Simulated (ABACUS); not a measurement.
Consider a self-consistent single point of Cu (Fm-3m, 4 atoms in the cell; from Materials Project mp-30, changed as shown).

```
CELL_PARAMETERS angstrom
      3.50588     0.00000     0.00000
      0.00000     3.50588     0.00000
      0.00000     0.00000     3.50588
ATOMIC_POSITIONS crystal
  Cu 0.00000 0.00000 0.00000
  Cu 0.00000 0.50000 0.50000
  Cu 0.50000 0.00000 0.50000
  Cu 0.50000 0.50000 0.00000
```

Method: PBE, PseudoDojo 0.5 standard norm-conserving PBE (tails mended) pseudopotentials (plane waves; ABACUS).

ABACUS settings:

- KPT = Gamma 12 12 12 0 0 0
- basis_type = pw
- ecutwfc = 92 Ry
- smearing_method = fd
- smearing_sigma = 0.00734986 Ry
- potentials = PseudoDojo 0.5 standard norm-conserving PBE (tails mended)
- symmetry = 1
- symmetry_prec = 1e-05
- ks_solver = dav_subspace
- scf_nmax = 100
- scf_thr = 1.0e-09 Ry
- mixing_type = broyden
- mixing_beta = 0.4

Results:

* **Number of valence electrons**: 76
* **Number of bands**: 48
* **Number of k-points after the program's reduction**: 84
* **Number of plane waves (most at a k-point)**: 4385
* **Number of SCF iterations**: 14
* **FFT grid**: 45 × 45 × 45
* **Free energy E − TS**: -20638.1175 eV
* **Fermi level (on the code's own zero)**: 19.57 eV
* **Pressure**: 19.06 GPa

Stress (GPa, positive for compression):
```
19.06   0.00   0.00
 0.00  19.06   0.00
 0.00   0.00  19.06
```

For comparison: a first run was changed to give this one (lattice scaled by 0.98), and from it to this one the free energy goes up by 52.7 meV/atom and the pressure goes from 6.64 to 19.06 GPa.

The structure comes from a collection of computed structures, made at another level of theory; the collection holds predicted forms beside known ones.

Cost on one core: about 4 core-minutes (a rough figure).

“Tails mended”: in these copies of the files the far tail of each local potential was reset to the Coulomb form.
